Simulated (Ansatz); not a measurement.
Calculated ²⁵Mg nuclear quadrupole resonance for Sr2MgZn2Sn2P4O16

Cell: a computed structure from the Materials Project (it need not be an observed phase), taken as it stands.

```xyz
27
Lattice="5.7573 0.0000 0.0000 0.5368 8.1988 0.0000 1.8025 3.1664 8.6427" Properties=species:S:1:pos:R:3 pbc="T T T"
Sr    4.9988    2.0047    0.4453
Sr    3.1891    9.6985    8.5932
Mg    6.4267    7.8135    7.2697
Zn    1.9760    6.0694    3.7033
Zn    6.5674    3.9585    3.7840
Sn    3.4461    3.2675    4.8076
Sn    4.5904    8.1709    3.9143
P     4.3725    5.3928    1.9500
P     3.6010    6.0555    6.5907
P     1.7808    1.0709    2.2508
P     6.4557   10.4267    6.6920
O     2.3628    6.6073    7.3468
O     2.8652    5.6630    1.7895
O     3.5016    4.5070    6.5558
O     7.5329    9.3152    6.4676
O     4.9289    6.5072    7.2547
O     5.6120    2.9984    5.3545
O     2.4020    8.1445    3.3823
O     6.4314    3.1574    7.7885
O     5.1337    6.7132    2.3082
O     1.1888    0.4906    0.9637
O     4.9933    4.8190    0.6464
O     4.5961    4.3434    3.1092
O     3.5727    6.5414    5.0907
O     3.2666    1.5089    2.1228
O     0.8487    2.2440    2.6505
O     5.1786    9.6129    7.0858
```

Atoms are numbered from 1 in the order listed; like atoms form one site, named after its first atom.

Method: Kohn–Sham DFT in Ansatz, PBE, plane waves and PAW, scalar-relativistic, 420 eV cutoff, Γ-centred 6×5×4 k-points, Fermi–Dirac smearing 0.05 eV.

²⁵Mg: I = 5/2, Q = 199.4 mb (year-2017 value). Static lattice, zero field.

Q: Predict the zero-field ²⁵Mg lines of each site.

A: For I = 5/2 and η = 0 the lines are 3|C_Q|/20 and twice that; η pulls their ratio below 2. At large η the states mix, and weaker lines appear at sums of the main ones; lines under 5 % of the strongest are left out.

```json
{"site": "Mg", "atoms": "3", "V_zz (10²¹ V/m²)": "-2.08", "C_Q (MHz)": "-10.0", "η": "0.84", "line frequencies (MHz)": "2.38, 2.72, 5.11"}
```

Hardware: 2 threads of Intel Xeon Processor @ 2.50GHz (Skylake/Cascade Lake) (x86_64; 62 cores open to the job, memory cap 5.0 GiB, no GPU), a shared host with a load of 0.9 a core. Wall time 7.9 min, CPU time 16 min, peak memory 2.4 GiB.
